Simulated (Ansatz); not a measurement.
(001) slab cut from the bulk of Ru, P6_3/mmc (No. 194); the slab's formula is Ru:

```
CELL_PARAMETERS angstrom
2.70235 0.00000 0.00000
-1.35117 2.34030 0.00000
0.00000 0.00000 23.53193
ATOMIC_POSITIONS crystal
Ru 0.33333 0.66667 0.31872
Ru 0.66667 0.33333 0.40936
Ru 0.33333 0.66667 0.50000
Ru 0.66667 0.33333 0.59064
Ru 0.33333 0.66667 0.68128
```

The calculation used Ansatz 0.2.0, DFT r2SCAN, scalar-relativistic, plane waves, PAW. Cutoff 500 eV; k points 15×15×1 on the computed 5-atom cell (Γ-centred); Gaussian smearing, width 0.10 eV; no spin polarisation. A dipole correction removes the field between periodic images along c.

Question: What forces act on the atoms?

Answer:
```
atom Fx (eV/Å) Fy (eV/Å) Fz (eV/Å)
 Ru1      0.000      0.000      0.751
 Ru2      0.000      0.000     -0.785
 Ru3      0.000      0.000      0.000
 Ru4      0.000      0.000      0.785
 Ru5      0.000      0.000     -0.751
```

Cost: 1 run of about 0.63 core-minutes, on Arm Neoverse V1 (shared hosts).